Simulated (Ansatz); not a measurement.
Data:

RuS2:
```xyz
12
Lattice="5.6320 0.0000 0.0000 0.0000 5.6320 0.0000 0.0000 0.0000 5.6320" Properties=species:S:1:pos:R:3 pbc="T T T"
Ru     0.0000     2.8160     2.8160
Ru     2.8160     2.8160     0.0000
Ru     2.8160     0.0000     2.8160
Ru     0.0000     0.0000     0.0000
S      2.1847     0.6313     5.0007
S      3.4472     5.0007     0.6313
S      0.6313     5.0007     2.1847
S      5.0007     0.6313     3.4472
S      5.0007     2.1847     0.6313
S      0.6313     3.4472     5.0007
S      3.4472     3.4472     3.4472
S      2.1847     2.1847     2.1847
```

This is the r²SCAN-relaxed structure.

Q: All from r²SCAN in the plane-wave PAW code Ansatz, unless another level is named. Predict the smallest direct gap on the standard path.

A: 1.15 eV.

Q: Give the formation energy from the elements (no fitted shifts).

A: -0.71 eV/atom.

Q: Next, the band gap?

A: 0.88 eV (indirect).

Q: Give the valence-band maximum.

A: on the Γ–X line, 90 % of the way from Γ.

Q: And the conduction-band minimum?

A: at Γ.

Space group Pa-3. The cell was relaxed with r²SCAN under the symmetry of its start. The run is not spin-polarised. The references are the lowest solids computed at this level, not always the standard phases. Scalar-relativistic: spin–orbit coupling is off unless named, which matters more the heavier the elements.

Potentials: the later of the program's two PAW sets.
